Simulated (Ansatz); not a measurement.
Relaxed-ion elastic tensor of HfO2 (fluorite, Fm-3m) in GPa (Voigt order), DFT-r²SCAN in the program Ansatz with PAW potentials; density 10.80 g/cm³, 10.79 Å³ per atom.

```tsv
	1	2	3	4	5	6
1	599	107	107	0.0	0.0	0.0
2	107	599	107	0.0	0.0	0.0
3	107	107	599	0.0	0.0	0.0
4	0.0	0.0	0.0	74.1	0.0	0.0
5	0.0	0.0	0.0	0.0	74.1	0.0
6	0.0	0.0	0.0	0.0	0.0	74.1
```

**Question.** Is the crystal mechanically stable?

**Answer.** Yes: the smallest eigenvalue of C is 74.1 GPa.

**Question.** Work out the Voigt, Reuss and Hill averages.

**Answer.** K_V = 271, K_R = 271, K_H = 271; G_V = 143, G_R = 103, G_H = 123 GPa.

**Question.** Give Young's modulus, Poisson's ratio, Pugh's ratio and the universal anisotropy index.

**Answer.** E = 9KG/(3K + G) = 320 GPa; ν = 0.30; K/G = 2.21 (ductile by the Pugh limit of 1.75); A_U = 5G_V/G_R + K_V/K_R − 6 = 1.95.

**Question.** Estimate the sound speeds and the Debye temperature.

**Answer.** v_l = √((K + 4G/3)/ρ) = 6340 m/s, v_t = √(G/ρ) = 3370 m/s, mean 3770 m/s; Θ = (h/k)(3n/4πV)^(1/3) v_m = 508 K.

**Question.** Give the Zener ratio and Young's modulus along [100], [110] and [111].

**Answer.** A = 2C44/(C11 − C12) = 0.30; 1/E = S11 − 2(S11 − S12 − S44/2)Γ with Γ = 0, 1/4, 1/3 gives 567, 242, 204 GPa.

**Question.** Solve the Christoffel equation for the three sound speeds along [100], [110], [111].

**Answer.** Eigenvalues of C_ijkl n_j n_l equal ρv². In km/s, slowest first: [100] 2.62, 2.62, 7.45; [110] 2.62, 4.77, 6.29; [111] 4.18, 4.18, 5.85.

This is a known high-temperature phase of the composition, computed here at zero pressure and temperature. The r²SCAN relaxation kept the symmetry of its start. At this level the phase is dynamically unstable (imaginary phonons). The run is not spin-polarised. Scalar-relativistic: spin–orbit coupling is off unless named, which matters more the heavier the elements.

Potentials: the later of the program's two PAW sets.
